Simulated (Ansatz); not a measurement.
A relaxed 1×1 slab of 3 planes, cut along (110) from a fcc crystal of one element, has a cell area of 12.22 Å² and a bulk spacing of 1.470 Å between its first planes. All-electron LAPW in Ansatz 0.2.0 (PBE, scalar-relativistic, no spin polarisation) gives γ = 0.94 J/m², Φ = 5.16 eV and a change of the outer spacing of -3.8 %. The fcc structure needn't be the element's own.

Which element is it?

Au. Neighbours weren't tried against these numbers.
